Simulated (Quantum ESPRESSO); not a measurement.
Space group F-43m (No. 216); a = b = c = 5.7047 Å, α = β = γ = 90.00°

```
atom  site  symmetry       x       y       z
----  ----  --------  ------  ------  ------
P       4b      -43m  0.5000  0.5000  0.5000
In      4c      -43m  0.2500  0.2500  0.2500
```
(The calculation used a cell of 2 atoms; values per cell refer to that cell.)

The PBEsol cell relaxed from Materials Project entry mp-20351 was given an isotropic strain of -3 % on all lattice vectors, and the atoms were relaxed again.

What does norm-conserving PBEsol (Quantum ESPRESSO, 70 Ry, scalar-relativistic) give for the electronic structure near the Fermi level?

The PBEsol gap is direct, 1.05 eV at Γ. Spin-orbit splittings are left out.
